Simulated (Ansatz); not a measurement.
Zr$_{2}$C:
```xyz
3
Lattice="1.6507 0.9530 5.3294 -1.6507 0.9530 5.3294 0.0000 -1.9060 5.3294" Properties=species:S:1:pos:R:3 pbc="T T T"
Zr     0.0000     0.0000    11.9112
Zr     0.0000     0.0000     4.0769
C      0.0000     0.0000     0.0000
```

Relaxed with PBEsol. Special points in fractions of this cell's reciprocal vectors: Γ (0.000, 0.000, 0.000); T (0.500, 0.500, 0.500); H2 (0.812, 0.188, 0.500); H0 (0.500, -0.188, 0.188); L (0.500, 0.000, 0.000); S0 (0.344, -0.344, 0.000); S2 (0.656, 0.000, 0.344); F (0.500, 0.000, 0.500).

Q: List the band energies nearest the Fermi level at these points for PBEsol (plane waves, PAW; program Ansatz).

A: In eV from the Fermi level; about four levels below and three above (degenerate sets whole), none deeper than 8.9 eV; points with the same levels are listed once.

```json
[
 {"k": "Γ", "below": "-4.83 -2.72 -2.72 -1.98", "above": "0.80 0.80 1.12"},
 {"k": "T", "below": "-2.59 -2.59 -1.05 -0.05", "above": "1.18 1.18 2.72 2.72"},
 {"k": "H2", "below": "-3.60 -2.56 -0.81 -0.55", "above": "0.51 1.49 2.76"},
 {"k": "L", "below": "-2.93 -2.42 -1.49 -0.78", "above": "0.26 2.67 2.85"},
 {"k": "S0", "below": "-3.60 -2.54 -0.94 -0.42", "above": "0.51 1.35 2.84"},
 {"k": "F", "below": "-2.65 -2.63 -2.04 -0.59", "above": "1.18 3.60 3.76"}
]
```

Space group R-3m. The start of the workflow was typed in or built on a structure type; neither database checked (COD, Materials Project) lists it. Whether it is the stable phase at ambient conditions was not checked. The cell was relaxed with PBEsol under the symmetry of its start; its stability against distortions is not shown here. The run is not spin-polarised. The volume moved by -19 % from the start of the relaxation. Spin–orbit coupling is left out wherever it is not named.

Potentials: the earlier of the program's two PAW sets. The files were generated under PBE; for other functionals the program regenerates the frozen cores, and for LDA and PBEsol the local potential too.
